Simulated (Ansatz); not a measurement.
Structure relaxation, CdSe

The start is a relaxed CdSe cell deformed by the Cartesian strain tensor (xx, yy, zz, yz, xz, xy) = (-0.017, 0.051, -0.110, -0.028, 0.002, -0.035). The structure is fully relaxed (lattice and positions, P = 0) with r2SCAN (plane waves to 500 eV, PAW, scalar-relativistic; Ansatz, an electronic-structure program). The first steps use a coarse 6×6×2 k-mesh.

Input geometry:
```yaml
crystal:
  lattice:
    - [4.26422, -0.15183, 0.01084]
    - [-2.26360, 4.02430, -0.11061]
    - [0.03540, -0.39649, 12.60259]
  atoms:
    - { symbol: Cd, position: [0.00000, 0.00000, 0.00034] }
    - { symbol: Cd, position: [0.00000, 0.00000, 0.50034] }
    - { symbol: Cd, position: [0.66667, 0.33333, 0.75019] }
    - { symbol: Cd, position: [0.33333, 0.66667, 0.25019] }
    - { symbol: Se, position: [0.00000, 0.00000, 0.81272] }
    - { symbol: Se, position: [0.00000, 0.00000, 0.31272] }
    - { symbol: Se, position: [0.66667, 0.33333, 0.56237] }
    - { symbol: Se, position: [0.33333, 0.66667, 0.06237] }
```

Task: How much energy is released per atom?

Result: 0.20 eV/atom.

Task: Does it find its way back to the structure it was made from?

Result: It relaxes back to the parent, P6₃mc (No. 186).

Task: How do the shortest distances between atoms change?

Result: The closest pairs of elements (up to four, under 3.6 Å), start → end: Cd–Se 2.37 → 2.65 Å.

Task: What band gap does the relaxed structure have at this level?

Result: 1.07 eV, direct at Γ (no spin-orbit coupling).

Final values are on a 9×9×3 k-mesh of the relaxed cell. No spin polarisation in the result.

The first start was generated by placing the elements on the sites of a structure type. A measured structure of CdSe has the same space group, P6₃mc (No. 186); the sites were not compared with it.
